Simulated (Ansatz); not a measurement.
Cu (fcc, Cu type)

```xyz
1
Lattice="0.0000 1.7817 1.7817 1.7817 0.0000 1.7817 1.7817 1.7817 0.0000" Properties=species:S:1:pos:R:3 pbc="T T T"
Cu     0.0000     0.0000     0.0000
```

The slice is a {111} plane (indices of the conventional cell) through the point (0.000, 0.000, 0.000) (fractional), spanned by u = [100] and v = [-1 2 0] in vectors of this cell: u (2.52 Å) and v (4.36 Å, at 90° to u). It covers one period; positions are fractions (u, v).

Level of theory: PBEsol (plane waves to 420 eV, PAW, scalar-relativistic; Ansatz, a first-principles code). k mesh 22×22×22. Inside the PAW spheres the values are not all-electron values, and peaks at nuclei hang on which shells count as valence. Cu is run without spin polarisation. Cu was relaxed with its symmetry unable to fall. The PAW data are Ansatz's earlier set.

Question: What is the valence density on the shortest Cu–Cu line in this plane (2.52 Å), at its midpoint?

Answer: 0.28 e/Å³.

Question: What is the ELF at the midpoint of the shortest Cu–Cu line in this plane (2.52 Å)?

Answer: 0.22.

Question: Sketch the electrostatic potential energy of an electron, from the cell's mean on this plane as a map.

Answer: 
```
|xxxxxxxxxxxxxxxx556655xxxxxxxxxxxxxx|
|xxxxxxxxxxxxxx1166776611xxxxxxxxxxxx|
|xxxxxxxxxxxxxx3377887733xxxxxxxxxxxx|
|xxxxxxxxxxxx00668899886600xxxxxxxxxx|
|xxxxxxxxxxxx44779999997744xxxxxxxxxx|
|xxxxxxxxxx446688999999886644xxxxxxxx|
|xxxxxx22446677888888888877664422xxxx|
|555555666666665555555555666666665555|
|88888877664422xxxxxxxxxx224466778888|
|9999886644xxxxxxxxxxxxxxxxxx44668899|
|99997744xxxxxxxxxxxxxxxxxxxxxx447799|
|99886600xxxxxxxxxxxxxxxxxxxxxx006688|
|887733xxxxxxxxxxxxxxxxxxxxxxxxxx3377|
|776611xxxxxxxxxxxxxxxxxxxxxxxxxx1166|
|6655xxxxxxxxxxxxxxxxxxxxxxxxxxxxxx55|
|6655xxxxxxxxxxxxxxxxxxxxxxxxxxxxxx55|
|6655xxxxxxxxxxxxxxxxxxxxxxxxxxxxxx55|
|776611xxxxxxxxxxxxxxxxxxxxxxxxxx1166|
|887733xxxxxxxxxxxxxxxxxxxxxxxxxx3377|
|99886600xxxxxxxxxxxxxxxxxxxxxx006688|
|99997744xxxxxxxxxxxxxxxxxxxxxx447799|
|9999886644xxxxxxxxxxxxxxxxxx44668899|
|88888877664422xxxxxxxxxx224466778888|
|555555666666665555555555666666665555|
|xxxxxx22446677888888888877664422xxxx|
|xxxxxxxxxx446688999999886644xxxxxxxx|
|xxxxxxxxxxxx44779999997744xxxxxxxxxx|
|xxxxxxxxxxxx00668899886600xxxxxxxxxx|
|xxxxxxxxxxxxxx3377887733xxxxxxxxxxxx|
|xxxxxxxxxxxxxx1166776611xxxxxxxxxxxx|
|xxxxxxxxxxxxxxxx556655xxxxxxxxxxxxxx|
|xxxxxxxxxxxxxxxx556655xxxxxxxxxxxxxx|
```
Scale: ten equal steps from 5.72 (start of '0') to 11.17 (end of '9'), in the order '0123456789'. Values: electrostatic potential energy of an electron, from the cell's mean, in eV. The map has 18 points along u (two characters each, u = 0 at the left) and 32 along v (v = 0 in the bottom row). Points within 1 Å of a nucleus are blanked (x), as the pseudised field means little there. The zero, the cell's mean, hangs on the PAW cores.
